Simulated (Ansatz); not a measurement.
Mo2C: from a starting cell to a relaxed one

The start is a relaxed Mo2C cell, doubled along one cell vector, shaken by Gaussian noise of σ = 0.08 Å a coordinate. A full variable-cell relaxation at zero pressure is run with PBE (plane waves to 420 eV, PAW, scalar-relativistic; Ansatz, a quantum-chemistry and plane-wave program). First-step values are on the input's coarse k-mesh.

Ansatz input (later rounds restart from its end on a renewed k-mesh):
Ansatz 0.2 input:
```yaml
crystal:
  lattice:
    - [0, 5.337692204, 5.337692204]
    - [2.668846102, 0, 2.668846102]
    - [2.668846102, 2.668846102, 0]
  atoms:
    - { symbol: C, position: [-0.0014453531, 0.030579621, -0.0150204872] }
    - { symbol: C, position: [0.4856570857, -0.002410003, 0.0574008792] }
    - { symbol: Mo, position: [0.1153555206, 0.2523144353, 0.2519424113] }
    - { symbol: Mo, position: [0.6466474249, 0.2291018166, 0.2423602801] }
    - { symbol: Mo, position: [0.3815286455, 0.7071712521, 0.7410953109] }
    - { symbol: Mo, position: [0.8631356337, 0.758483055, 0.7799260552] }
basis: { ecutwfc: 420, ecutrho_ratio: 4, xc_grid: 2, fft_grid_basis: typed }
kpoints: { mp_grid: { grid: [4, 8, 8] } }
hamiltonian:
  xc: pbe
  dispersion: none
  pseudopotentials: { kind: paw }
scf: { occupations: { method: fermi_dirac, width: 0.05 } }
relax: { f_tol: 0.01, max_steps: 100, cell: { stress_tol: 0.02 } }
output: { forces: true, stress: true }
```

Task: How large is the pressure on the unrelaxed cell, and of which sign?

Result: +4 GPa (positive: the cell is compressed).

Task: Which atoms feel the largest initial force, and how large is it?

Result: About 1.5 eV/Å, on Mo5 (atoms numbered as listed).

Task: How does the volume per atom move from start to end?

Result: -1.6 %, from 12.67 to 12.47 Å³/atom.

Task: Does it find its way back to the structure it was made from?

Result: It does not go back: it reaches R-3m (No. 166), 0.73 eV/atom below the parent.

Task: How do the shortest distances between atoms change?

Result: The closest pairs of elements (up to four, under 3.6 Å), start → end: C–Mo 2.12 → 2.12 Å; Mo–Mo 2.49 → 2.94 Å; C–C 3.59 → 2.99 Å.

Task: Is the relaxed structure metallic? Give its gap.

Result: Zero (metallic).

Final values are on a 18×18×18 k-mesh of the relaxed cell. No spin polarisation in the result.

The relaxed structure here is a generated cell of Mo2C: the first start was made by placing the elements on the sites of a structure type, and the end was not matched to a known phase here, so it may be hypothetical.
